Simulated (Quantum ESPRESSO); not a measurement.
## PSi2AlC4 (input and log of a self-consistent run)

Computed values, not a measurement. The program is pw.x of Quantum ESPRESSO 7.5 (plane-wave density functional theory). The cell is made up: 8 atoms on a zincblende/diamond lattice, with randomly drawn elements, strain and displacements, not relaxed. PseudoDojo standard norm-conserving files (v0.5 for PBE, v0.4.1 for LDA and PBEsol) set the functional; there is no spin polarisation, spin-orbit coupling or dispersion term, and the masses in the input are unused placeholders.

Input:

```
&control calculation='scf', pseudo_dir='./dojo.nc.sr.pbe.v0_5.standard.upf', outdir='./o', disk_io='medium', tprnfor=.true., tstress=.true. /
&system ibrav=0, nat=8, ntyp=4, nbnd=22, ecutwfc=99.00267394, nosym=.true., tot_charge=0,
 occupations='smearing', smearing='fd', degauss=0.0018374661
/
&electrons conv_thr=7.350e-09, electron_maxstep=60, /
ATOMIC_SPECIES
Al 1.0 Al.upf
C 1.0 C.upf
P 1.0 P.upf
Si 1.0 Si.upf
CELL_PARAMETERS angstrom
4.4169 -0.0014 0.0022
-0.0014 4.3652 -0.0467
0.0022 -0.0467 4.4524
ATOMIC_POSITIONS angstrom
P -0.0612 0.0867 0.105
Si 0.145 2.0849 2.3523
Al 2.2094 -0.0967 2.1696
Si 2.3213 2.1999 0.1362
C 1.1657 1.0365 1.2356
C 1.0942 3.1762 3.2171
C 3.4913 0.9625 3.311
C 3.3724 3.3154 1.2072
K_POINTS automatic
6 6 6 1 1 1
```

The log is shortened where brackets say so; the opening notice, blank lines, dates and the lines on written files are dropped, and the path of the files is cut. It prints rydbergs, bohrs and kilobars, and counts compression as positive stress.

```
     Program PWSCF v.7.5
     Parallel version (MPI & OpenMP), running on       1 processor cores
     Number of MPI processes:                 1
     Threads/MPI process:                     1
     [start-up lines left out]
     bravais-lattice index     =            0
     lattice parameter (alat)  =       8.3467  a.u.
     unit-cell volume          =     579.2467 (a.u.)^3
     number of atoms/cell      =            8
     number of atomic types    =            4
     number of electrons       =        32.00
     number of Kohn-Sham states=           22
     kinetic-energy cutoff     =      99.0027  Ry
     charge density cutoff     =     396.0107  Ry
     scf convergence threshold =      7.3E-09
     mixing beta               =       0.7000
     number of iterations used =            8  plain     mixing
     Exchange-correlation= PBE
                           (   1   4   3   4   0   0   0)
     [axes and pseudopotential details left out]
   Cartesian axes
     site n.     atom                  positions (alat units)
         1        P      tau(   1) = (  -0.0138559   0.0196291   0.0237723  )
         2        Si     tau(   2) = (   0.0328284   0.4720278   0.5325680  )
         3        Al     tau(   3) = (   0.5002150  -0.0218932   0.4912042  )
         4        Si     tau(   4) = (   0.5255495   0.4980642   0.0308361  )
         5        C      tau(   5) = (   0.2639181   0.2346668   0.2797437  )
         6        C      tau(   6) = (   0.2477303   0.7191015   0.7283614  )
         7        C      tau(   7) = (   0.7904411   0.2179130   0.7496206  )
         8        C      tau(   8) = (   0.7635218   0.7506168   0.2733138  )
     number of k points=   108  Fermi-Dirac smearing, width (Ry)=  0.0018
     Number of k-points >= 100: set verbosity='high' to print them.
     Dense  grid:    77139 G-vectors     FFT dimensions: (  54,  54,  54)
     Estimated max dynamical RAM per process >      87.93 MB
     Initial potential from superposition of free atoms
     starting charge      31.9960, renormalised to      32.0000
     Starting wfcs are   32 randomized atomic wfcs
     total cpu time spent up to now is       12.5 secs
     per-process dynamical memory:    70.0 Mb
     Self-consistent Calculation
     iteration #  1     ecut=    99.00 Ry     beta= 0.70
     Davidson diagonalization with overlap
     ethr =  1.00E-02,  avg # of iterations =  3.2
     total cpu time spent up to now is       42.5 secs
     total energy              =     -82.60122825 Ry
     estimated scf accuracy    <       2.04660541 Ry
     iteration #  2     ecut=    99.00 Ry     beta= 0.70
     Davidson diagonalization with overlap
     ethr =  6.40E-03,  avg # of iterations =  2.0
     total cpu time spent up to now is       69.4 secs
     total energy              =     -83.16499071 Ry
     estimated scf accuracy    <       1.43902722 Ry
     iteration #  3     ecut=    99.00 Ry     beta= 0.70
     Davidson diagonalization with overlap
     ethr =  4.50E-03,  avg # of iterations =  2.0
     total cpu time spent up to now is       95.1 secs
     total energy              =     -83.41268692 Ry
     estimated scf accuracy    <       0.04834381 Ry
     iteration #  4     ecut=    99.00 Ry     beta= 0.70
     Davidson diagonalization with overlap
     ethr =  1.51E-04,  avg # of iterations =  5.2
     total cpu time spent up to now is      133.6 secs
     total energy              =     -83.43201507 Ry
     estimated scf accuracy    <       0.00401498 Ry
     iteration #  5     ecut=    99.00 Ry     beta= 0.70
     Davidson diagonalization with overlap
     c_bands:  1 eigenvalues not converged
     c_bands:  1 eigenvalues not converged
     c_bands:  1 eigenvalues not converged
     ethr =  1.25E-05,  avg # of iterations =  8.4
     total cpu time spent up to now is      187.6 secs
     total energy              =     -83.43324233 Ry
     estimated scf accuracy    <       0.00254127 Ry
     iteration #  6     ecut=    99.00 Ry     beta= 0.70
     Davidson diagonalization with overlap
     ethr =  7.94E-06,  avg # of iterations =  2.2
     total cpu time spent up to now is      218.8 secs
     total energy              =     -83.43340058 Ry
     estimated scf accuracy    <       0.00045004 Ry
     iteration #  7     ecut=    99.00 Ry     beta= 0.70
     Davidson diagonalization with overlap
     ethr =  1.41E-06,  avg # of iterations =  4.6
     total cpu time spent up to now is      247.7 secs
     total energy              =     -83.43345136 Ry
     estimated scf accuracy    <       0.00004074 Ry
     iteration #  8     ecut=    99.00 Ry     beta= 0.70
     Davidson diagonalization with overlap
     ethr =  1.27E-07,  avg # of iterations =  3.5
     total cpu time spent up to now is      285.4 secs
     total energy              =     -83.43346845 Ry
     estimated scf accuracy    <       0.00000359 Ry
     iteration #  9     ecut=    99.00 Ry     beta= 0.70
     Davidson diagonalization with overlap
     ethr =  1.12E-08,  avg # of iterations =  2.3
     total cpu time spent up to now is      323.8 secs
     total energy              =     -83.43346893 Ry
     estimated scf accuracy    <       0.00000104 Ry
     iteration # 10     ecut=    99.00 Ry     beta= 0.70
     Davidson diagonalization with overlap
     ethr =  3.25E-09,  avg # of iterations =  2.0
     total cpu time spent up to now is      359.5 secs
     total energy              =     -83.43346907 Ry
     estimated scf accuracy    <       0.00000011 Ry
     iteration # 11     ecut=    99.00 Ry     beta= 0.70
     Davidson diagonalization with overlap
     ethr =  3.50E-10,  avg # of iterations =  2.2
     total cpu time spent up to now is      394.7 secs
     End of self-consistent calculation
     [lines on levels left out]
!    total energy              =     -83.43346909 Ry
     estimated scf accuracy    <          6.4E-09 Ry
     smearing contrib. (-TS)   =      -0.00000000 Ry
     internal energy E=F+TS    =     -83.43346909 Ry
     The total energy is F=E-TS. E is the sum of the following terms:
     one-electron contribution =      19.23486638 Ry
     hartree contribution      =      10.17902031 Ry
     xc contribution           =     -30.11291974 Ry
     ewald contribution        =     -82.73443604 Ry
     convergence has been achieved in  11 iterations
     Forces acting on atoms (cartesian axes, Ry/au):
     atom    1 type  3   force =     0.08587785   -0.08296890   -0.03725918
     atom    2 type  4   force =    -0.10109560   -0.01969465   -0.09270346
     atom    3 type  1   force =    -0.00194841    0.03366410    0.15936936
     atom    4 type  4   force =    -0.04046596   -0.02129395   -0.09774821
     atom    5 type  2   force =    -0.07958998    0.08009850   -0.15708108
     atom    6 type  2   force =     0.07762280    0.07539073    0.23879620
     atom    7 type  2   force =    -0.07243754    0.03923071    0.12265427
     atom    8 type  2   force =     0.13203684   -0.10442654   -0.13602790
     Total force =     0.497856     Total SCF correction =     0.000110
     Computing stress (Cartesian axis) and pressure
          total   stress  (Ry/bohr**3)                   (kbar)     P=       71.24
   0.00072640  -0.00011879  -0.00008049          106.86      -17.47      -11.84
  -0.00011879   0.00076559   0.00049656          -17.47      112.62       73.05
  -0.00008049   0.00049656  -0.00003912          -11.84       73.05       -5.76
     init_run     :     10.91s CPU     12.34s WALL (       1 calls)
     electrons    :    364.13s CPU    382.21s WALL (       1 calls)
     forces       :      6.22s CPU      6.29s WALL (       1 calls)
     stress       :     25.05s CPU     25.15s WALL (       1 calls)
     [timing details left out]
     PWSCF        :   6m46.58s CPU   7m 6.40s WALL
     JOB DONE.
```

In other units: free energy -1135.170 eV for the cell, pressure 7.12 GPa, largest force component 6.140 eV/Å. This run is the check on a run of the same cell at 1116 eV and a 4 x 4 x 4 mesh: rerunning at 1347 eV and a 6 x 6 x 6 mesh moved values by no more than 0.008 eV in energy, 0.06 GPa in stress and 0.005 eV/Å in force.